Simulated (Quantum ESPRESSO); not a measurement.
# AlHfIr2Pt4 in 6 site orders

Calculated results; nothing here was measured. They come from Quantum ESPRESSO 7.5, a public plane-wave density functional program. Each row is one single-point run on a made-up periodic cell of eight metal atoms, with elements, volume, strain and displacements drawn at random and not relaxed, so a cell may be unstable or far from any real phase. There is no spin polarisation or spin-orbit coupling.

Settings: PBE unless stated; PseudoDojo standard norm-conserving files; Fermi-Dirac width 0.25 eV, which means electrons at about 2900 K; cutoff 1143 eV; 6 x 6 x 4 k mesh shifted half a step off Gamma. E is the free energy of the whole cell (internal energy minus TS), so a -TS column is already part of it. Stress is positive in tension, and the pressure P is minus a third of its trace.

Checks: one run of this series was repeated at a higher cutoff and on a denser mesh, which moved values by no more than 0.003 eV, 0.03 GPa and 0.007 eV/Å, and a second program with other atomic files agreed on it to 2 % rms in force and 0.5 GPa in pressure. Known limits: heavy elements are run without spin-orbit coupling, which real alloys of them have; a spin test at this wide smearing found no moment, but such smearing suppresses magnetism that the real alloy may have.

The lattice is face-centred cubic, and the cell vectors in Å are (2.017, 4.033, 2.017); (2.017, -4.033, 2.017); (2.017, 0.000, -6.050), a volume of 131.23 Å³. The runs put one composition on the same eight displaced sites in different orders. E is counted from run 1, and the rms force is over all 24 components. Nothing is relaxed, so E mixes bonding between neighbours with strain on unrelaxed sites, and it is not an ordering energy.

| run | elements on sites 1 to 8 | E (eV) | -TS (eV) | rms force (eV/Å) | largest force (eV/Å) | P (GPa) |
|---|---|---|---|---|---|---|
| 1 | Pt Ir Pt Ir Al Pt Hf Pt | 0.000 | -1.243 | 0.393 | 1.33 | -8.50 |
| 2 | Pt Ir Hf Ir Pt Pt Pt Al | 0.724 | -1.366 | 0.438 | 0.98 | ? |
| 3 | Al Ir Ir Pt Pt Hf Pt Pt | 0.559 | -1.288 | 0.528 | 1.36 | -7.98 |
| 4 | Al Pt Pt Ir Hf Ir Pt Pt | 0.511 | -1.377 | 0.344 | 0.83 | -7.82 |
| 5 | Al Pt Pt Pt Ir Hf Pt Ir | 0.809 | -1.373 | 0.513 | 1.17 | -7.53 |
| 6 | Pt Pt Ir Pt Ir Al Hf Pt | 0.559 | -1.278 | 0.446 | 1.02 | -7.62 |

## Worked fit

A straight line through the runs shown gives P = -8.48 + 1.22 E GPa with E in eV, an error of 0.25 on the slope and a scatter of 0.15 GPa. At this fixed volume the orders of higher energy tend to have the higher pressure.

## Withheld value

Question: what pressure should run 2 give?

The fit gives -7.60 ± 0.18 GPa. The calculation gave -7.56 GPa.
